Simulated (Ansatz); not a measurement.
Relaxed-ion elastic tensor of KMnF3 (cubic perovskite, Pm-3m) in GPa (Voigt order), DFT-r²SCAN in the program Ansatz with PAW potentials; density 3.44 g/cm³, 14.56 Å³ per atom.

```
 130  43.0  43.0   0.0   0.0   0.0
43.0   130  43.0   0.0   0.0   0.0
43.0  43.0   130   0.0   0.0   0.0
 0.0   0.0   0.0  25.1   0.0   0.0
 0.0   0.0   0.0   0.0  25.1   0.0
 0.0   0.0   0.0   0.0   0.0  25.1
```

### Question
Is the crystal mechanically stable?

### Answer
Yes: the smallest eigenvalue of C is 25.1 GPa.

### Question
Work out the Voigt, Reuss and Hill averages.

### Answer
K_V = 72.1, K_R = 72.1, K_H = 72.1; G_V = 32.6, G_R = 30.3, G_H = 31.4 GPa.

### Question
Give Young's modulus, Poisson's ratio, Pugh's ratio and the universal anisotropy index.

### Answer
E = 9KG/(3K + G) = 82.3 GPa; ν = 0.31; K/G = 2.30 (ductile by the Pugh limit of 1.75); A_U = 5G_V/G_R + K_V/K_R − 6 = 0.38.

### Question
Estimate the sound speeds and the Debye temperature.

### Answer
v_l = √((K + 4G/3)/ρ) = 5750 m/s, v_t = √(G/ρ) = 3020 m/s, mean 3380 m/s; Θ = (h/k)(3n/4πV)^(1/3) v_m = 412 K.

The workflow started from a Materials Project entry (that database holds measured and hypothetical structures alike); the Crystallography Open Database files this formula in space group No. 221, but the cells were not matched. Whether it is the stable phase at ambient conditions was not checked. The cell was relaxed with r²SCAN under the symmetry of its start, as lowered by the spin order; whether a distortion lowers the energy is not shown. The final state is antiferromagnetic, chosen from 4 collinear starts compared on coarse meshes (ties went to the first, and starts can fall back to one state), not a proven ground state. Other orbital occupations within this spin state were not tried. No Hubbard U is applied.

Potentials: the later of the program's two PAW sets.
